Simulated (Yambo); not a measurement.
Yambo run on Sr2RuH6 (space group Fm-3m, No. 225). The wavefunctions are PBEsol (Quantum ESPRESSO, PseudoDojo norm-conserving, 84 Ry, scalar-relativistic) ones on a 4×4×4 mesh (21 occupied bands); a = 5.374 Å, b = 5.374 Å, c = 5.374 Å, α = 60.00°, β = 60.00°, γ = 60.00°.

Yambo input:

```
rim_cut
gw0
dyson
el_el_corr
HF_and_locXC
ppa
em1d
RandQpts= 1000000
RandGvec= 1 Ry
EXXRLvcs= 84 Ry
VXCRLvcs= 336 Ry
Chimod= "HARTREE"
% BndsRnXp
 5 | 41 |
%
NGsBlkXp= 3 Ry
% LongDrXp
 1.0 | 1.0 | 1.0 |
%
PPAPntXp= 27.2114 eV
% GbndRnge
 1 | 41 |
%
GTermKind= "none"
DysSolver= "n"
ExtendOut
% QPkrange
 1 | 1 | 21 | 21 |
 7 | 7 | 21 | 22 |
%
```

k points by index: 1 = Γ, 7 = X.

Resulting energies as the program prints them:

```
#    K-point    Band    Eo [eV]    E [eV]    E-Eo [eV]    Vxc [eV]    Vnlxc [eV]    Sc|Eo [eV]    Sc|E [eV]    dSc/dw|Eo [eV]    Re(Z)    Im(Z)
#
    1    21    0.000000    0.267455    0.267455    -18.56903    -22.60294    4.377861    4.301364    -7.788413    0.777468    -0.001805
    7    21    -0.056774    0.239653    0.296427    -18.44248    -22.40167    4.340641    4.255620    -7.809613    0.776998    -0.001822
    7    22    2.110162    3.729883    1.619721    -13.87059    -9.434528    -2.469253    -2.816345    -5.830683    0.823535    -0.001409
```
(The two width columns are left out.) Convergence of these settings isn't established.

Spin-orbit coupling is not included.

Geometry of the Materials Project entry, not relaxed at this level.
